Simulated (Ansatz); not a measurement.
# Zone-centre phonons of MgO at 35 GPa: input and output

Method: DFT LDA, scalar-relativistic, plane waves, PAW in Ansatz.

Launched with:
```bash
ansatz run input.yaml --threads 1 --pin off --max-ram 3072MiB --backend cpu --events-out ev --progress --plain --runs-dir out
```

Input (bare energies are in eV):
```yaml
crystal:
  lattice:
    - [0.0, 1.9788009607, 1.9788009607]
    - [1.9788009607, 0.0, 1.9788009607]
    - [1.9788009607, 1.9788009607, 0.0]
  atoms:
    - { symbol: Mg, position: [0.0, 0.0, 0.0] }
    - { symbol: O, position: [0.5, 0.5, 0.5] }
basis:
  ecutwfc: 420
kpoints:
  mp_grid: { grid: [10, 10, 10] }
hamiltonian:
  xc: lda
scf:
  occupations: { method: fixed }
output:
  eigenvalues: true
phonons:
  method: dfpt
  dielectric: true
  rigid_motions: translations
  eigenvectors: true
```

Results section of the output:
```
--- Phonons (Γ-DFPT): 2 representative perturbations + reference, on 102 of 1000 k-points (Σ response iterations 7) ---
  k mesh reduced under 8 symmetry operations, with k and −k counted as one. Each operation leaves every solved perturbation unchanged. A smaller set is not considered because the run solves the response ...
  ASR residual: 1.349e-4 → 0.000e0 eV/Å²; symmetrization residual: 1.362e-6 eV/Å²
  ASR residual per site (eV/Å²): 9.12e-5 1.35e-4
  Γ frequencies (cm⁻¹): 0.00 0.00 0.00 555.82 555.82 555.82
  ε∞ (high-frequency dielectric tensor):
        3.056733     0.000000     0.000000
        0.000000     3.056733    -0.000000
        0.000000     0.000000     3.056733
  ε⁰ (static dielectric tensor: ions relaxed, cell fixed):
        6.929133     0.000000     0.000000
       -0.000000     6.929133    -0.000000
        0.000000    -0.000000     6.929133
  ε⁰ − ε∞ (ionic part):
        3.872400    -0.000000     0.000000
       -0.000000     3.872400    -0.000000
        0.000000    -0.000000     3.872400
  softest optical mode at Γ: 555.82 cm⁻¹; the repairs (sum rule, projections) moved no ω² at Γ by more than (1.56 cm⁻¹)²
  Born effective charges Z* (e; rows j = field, columns β = displacement):
    site 0:
         1.90656   -0.00000    0.00000
         0.00000    1.90656    0.00000
         0.00000   -0.00000    1.90656
    site 1:
        -1.90656    0.00000   -0.00000
         0.00000   -1.90656   -0.00000
         0.00000    0.00000   -1.90656
  Z* charge neutrality: 1.257e-5 e pre-enforcement
  k-mesh period / interband length: 28.0 Å / 1.17 Å = 23.90 at k = (0.0000, 0.0000, 0.0000), direct gap 6.700 eV — 14 or more, which is no proof of convergence
  optical modes at Γ without the LO–TO term, one row a degenerate level:
      ω (cm⁻¹) modes IR ((D/Å)²/amu)
        555.82      3            26.0762
  optical modes at Γ + LO–TO along q̂ = [1.0000, 0.0000, 0.0000]:
      ω (cm⁻¹) modes IR ((D/Å)²/amu)
        555.82      2            17.3841
        836.84      1             8.6921
  optical modes at Γ + LO–TO along q̂ = [0.0000, 1.0000, 0.0000]:
      ω (cm⁻¹) modes IR ((D/Å)²/amu)
        555.82      2            17.3841
        836.84      1             8.6921
  optical modes at Γ + LO–TO along q̂ = [0.0000, 0.0000, 1.0000]:
      ω (cm⁻¹) modes IR ((D/Å)²/amu)
        555.82      2            17.3841
        836.84      1             8.6921
```

Time: 3.5 s on 1 thread of AMD EPYC 9R45 96-Core Processor (Zen 5) (shared host), peak memory 0.42 GiB.